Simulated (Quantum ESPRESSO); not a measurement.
# Moving one atom in PSi2BC4

Calculated results; nothing here was measured. They come from pw.x of Quantum ESPRESSO 7.5, a plane-wave density functional program, with PseudoDojo standard norm-conserving files (v0.5 for PBE, v0.4.1 for LDA and PBEsol). The cells are made up: elements, strain and atom displacements were drawn at random, and nothing was relaxed. There is no spin polarisation, spin-orbit coupling or dispersion term.

The cell has 8 sites of a zincblende or diamond lattice. Sites 1 to 4 hold P Si Si B; sites 5 to 8 hold C C C C. Cell vectors in Å: (4.339, -0.050, -0.048); (-0.050, 4.338, -0.058); (-0.048, -0.058, 4.308). Settings: PBE, cutoff 1116 eV, 4 x 4 x 4 k mesh shifted by half a step, Fermi-Dirac smearing of 0.025 eV.

Each run shifts the Si atom on site 2 along x and leaves all else fixed. Site 6 is one of its nearest neighbours. E is the free energy of the cell above the lowest run shown.

```
run,shift (Å),Fx on site 2 (eV/Å),Fx on site 6 (eV/Å),P (GPa),E (meV)
1,-0.0851,2.652,0.072,-12.78,116.8
2,-0.0362,1.333,0.403,-12.92,19.3
4,0.0432,-0.853,0.993,-12.80,0.0
5,0.0578,-1.257,1.107,-12.72,15.4
6,0.0658,-1.479,1.171,-12.68,26.4
7,0.0920,-2.202,1.381,-12.49,74.6
3,0.0047,?,?,?,?
```

A rerun of one of these cells at 1347 eV and k mesh 6 x 6 x 6 moved values by no more than 0.006 eV in the cell's energy, 0.07 GPa in stress and 0.002 eV/Å in force.

## Worked fit

A parabola through the six runs shown gives Fx on site 2 = 0.338 - 27.42 u - 2.5 u² eV/Å, with u in Å and a scatter of 0.005 eV/Å. Minus the slope, 27.42 ± 0.13 eV/Å², is this atom's force constant along x at u = 0, with its periodic images moving too. The fitted force vanishes at u = 0.012 Å, where the energy should be lowest along this line. The error is the larger of the fit's own and the change that a cubic makes, rounded up.

## Withheld run

Question: what Fx on site 2 should run 3 give?

The fit gives 0.209 eV/Å. The calculation gave 0.211 eV/Å.

| run | shift (Å) | Fx on site 2 (eV/Å) | Fx on site 6 (eV/Å) | P (GPa) | E (meV) |
| --- | --- | --- | --- | --- | --- |
| 3 | 0.0047 | 0.211 | 0.699 | -12.92 | -12.4 |